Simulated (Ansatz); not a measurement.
Relaxed NaF (rock salt):

```yaml
crystal:
  lattice:
    - [0.00000, 4.59450, 4.59450]
    - [2.29725, 2.29725, 4.59450]
    - [2.29725, 2.29725, 0.00000]
  atoms:
    - { symbol: F, position: [0.00000, 0.00000, 0.00000] }
    - { symbol: F, position: [0.50000, 0.00000, 0.00000] }
    - { symbol: Na, position: [0.00000, 0.50000, 0.50000] }
    - { symbol: Na, position: [0.50000, 0.50000, 0.50000] }
```

The atoms are displaced by Q × the pattern below (from a DFPT mode at X = (0.5, 0.5, 0.0), largest move 1; Q in Å), at fixed cell. It is one choice among 2 degenerate patterns. (q is in reciprocal vectors of the primitive cell; the cell shown is doubled to hold the pattern.)

```
atom      x       y      z
----  -----  ------  -----
F1    0.000  -0.910  0.000
F2    0.000   0.910  0.000
Na3   0.000   1.000  0.000
Na4   0.000  -1.000  0.000
```

Computed with r2SCAN (plane waves to 500 eV, PAW, scalar-relativistic; Ansatz, an electronic-structure program). k mesh 12×12×12 (Γ-centred), Fermi-Dirac smearing 0.05 eV. NaF was relaxed with its symmetry unable to fall.

At one point of the scan the forces (eV/Å) are:

```csv
atom,Fx,Fy,Fz
F1,0.000,-0.192,0.000
F2,0.000,0.192,0.000
Na3,0.000,0.252,0.000
Na4,0.000,-0.252,0.000
```

Q: Which point is it?
A. Q = -0.140 Å
B. Q = -0.187 Å
C. Q = -0.093 Å
D. Q = -0.280 Å

A: A, Q = -0.140 Å

(For displaced atoms, the force is minus the slope of the energy, and its curvature is a force constant, which sets phonon frequencies.)
